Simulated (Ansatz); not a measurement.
# How far is PAW off for CuAu?

```xyz
2
Lattice="2.8000 0.0000 0.0000 0.0000 2.8000 0.0000 0.0000 0.0000 3.7434" Properties=species:S:1:pos:R:3 pbc="T T T"
Cu    1.4000    1.4000    1.8717
Au    0.0000    0.0000    0.0000
```

Atoms are numbered in the order listed.

The cell is COD entry 9004223, as deposited and not checked against the literature; nothing was relaxed. The listed cell was then made from it by scaling, straining or moving an atom.

Spin–orbit coupling is left out, though it moves levels of the heavy atoms by tenths of an eV or more.

Methods: DFT, PBEsol, PAW with Ansatz's default frozen-core files, scalar-relativistic (Ansatz 0.2.0); DFT, PBEsol, all-electron LAPW, scalar-relativistic (Ansatz 0.2.0).

For PAW: a Γ-centred 13×13×10 k mesh, Fermi–Dirac smearing of 0.05 eV, cutoff 420 eV, no spin polarisation; the PAW files were made with PBE, and the program remakes their frozen cores for this functional. LAPW targets a basis error of 0.25 meV/atom. The Ansatz runs share mesh, smearing and spin set-up. Plane-wave (PAW) pressures include the program's estimate of the Pulay term.

Stress and pressure are positive in compression.

PAW results:

```
       quantity    PAW
 pressure (GPa)  -4.93
stress xx (GPa)  -4.77
stress zz (GPa)  -5.25
```

(1) What does LAPW (all electrons) give for the same quantities?

Results:

(1) 
| quantity | LAPW |
| --- | --- |
| pressure (GPa) | -4.93 |
| stress xx (GPa) | -4.77 |
| stress zz (GPa) | -5.24 |
